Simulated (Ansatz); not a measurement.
Relaxed-ion elastic tensor of SrTiO₃ (cubic perovskite, space group No. 221) in GPa (Voigt order), PBEsol (plane waves, PAW; program Ansatz); density 5.17 g/cm³, 11.79 Å³ per atom.

```
351  104  104  0.0  0.0  0.0
104  351  104  0.0  0.0  0.0
104  104  351  0.0  0.0  0.0
0.0  0.0  0.0  114  0.0  0.0
0.0  0.0  0.0  0.0  114  0.0
0.0  0.0  0.0  0.0  0.0  114
```

**Question.** Is the crystal mechanically stable?

**Answer.** Yes: the smallest eigenvalue of C is 114 GPa.

**Question.** Work out the Voigt, Reuss and Hill averages.

**Answer.** K_V = 186, K_R = 186, K_H = 186; G_V = 118, G_R = 118, G_H = 118 GPa.

**Question.** Give Young's modulus, Poisson's ratio, Pugh's ratio and the universal anisotropy index.

**Answer.** E = 9KG/(3K + G) = 292 GPa; ν = 0.24; K/G = 1.58 (brittle by the Pugh limit of 1.75); A_U = 5G_V/G_R + K_V/K_R − 6 = 0.01.

**Question.** Estimate the sound speeds and the Debye temperature.

**Answer.** v_l = √((K + 4G/3)/ρ) = 8150 m/s, v_t = √(G/ρ) = 4770 m/s, mean 5290 m/s; Θ = (h/k)(3n/4πV)^(1/3) v_m = 693 K.

**Question.** Give the Zener ratio and Young's modulus along [100], [110] and [111].

**Answer.** A = 2C44/(C11 − C12) = 0.92; 1/E = S11 − 2(S11 − S12 − S44/2)Γ with Γ = 0, 1/4, 1/3 gives 304, 289, 285 GPa.

**Question.** Solve the Christoffel equation for the three sound speeds along [100], [110], [111].

**Answer.** Eigenvalues of C_ijkl n_j n_l equal ρv². In km/s, slowest first: [100] 4.70, 4.70, 8.24; [110] 4.70, 4.89, 8.13; [111] 4.83, 4.83, 8.09.

Space group Pm-3m (cubic perovskite). The cell was relaxed with PBEsol under the symmetry of its start. At this level the phase is dynamically unstable (imaginary phonons). No spin polarisation was allowed.

Potentials: the earlier of the program's two PAW sets.
